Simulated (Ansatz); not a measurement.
# What DFT gives for Cs$_{2}$LiYCl$_{6}$

```
Y Cl Li Cs
1.0
     0.00000    5.19133    5.19133
     5.19133    0.00000    5.19133
     5.19133    5.19133    0.00000
Y Cl Li Cs
1 6 1 2
Cartesian
  0.0000 0.0000 0.0000
  2.6004 5.1913 5.1913
  5.1913 2.6004 5.1913
  7.7822 5.1913 5.1913
  5.1913 7.7822 5.1913
  5.1913 5.1913 2.6004
  5.1913 5.1913 7.7822
  5.1913 5.1913 5.1913
  2.5957 2.5957 2.5957
  7.7870 7.7870 7.7870
```

Single point in Ansatz 0.2.0 with r2SCAN, no spin polarisation. Cutoff 500 eV, PAW datasets, 5×5×5 Γ-centred k mesh, fermi-dirac filling (width 0.1 eV).

- Charges: Bader charges in e: Cs +0.88, Li +0.92, Y +2.16, Cl -0.81. In the mean Y gives up most and Cl takes most.
- Contacts: Cl–Li at 2.59 Å: least valence density 0.07 e/Å³ and ELF 0.02 there, a closed-shell (ionic or weak) contact. Y–Cl at 2.60 Å: least valence density 0.34 e/Å³ and ELF 0.16 there. Cs–Cl at 3.67 Å: least valence density 0.05 e/Å³ and ELF 0.03 there, a closed-shell (ionic or weak) contact. These are pseudo-fields; inside the PAW spheres they differ from the all-electron ones.
- Electronic structure: The gap is 5.54 eV, direct at the points sampled.
- Band edges: Within 0.7 eV of the edges, the states project mainly on Cl p (98 %) below the gap and on Y d (79 %) above it.
- Forces: The largest is on Cl6 (and as large on other atoms): 0.25 eV/Å, components (0.00, 0.00, 0.25). It makes 0° with the line to a nearest neighbour, Li8 at 2.59 Å, pointing towards it.

Origin: a database entry at a rescaled volume.
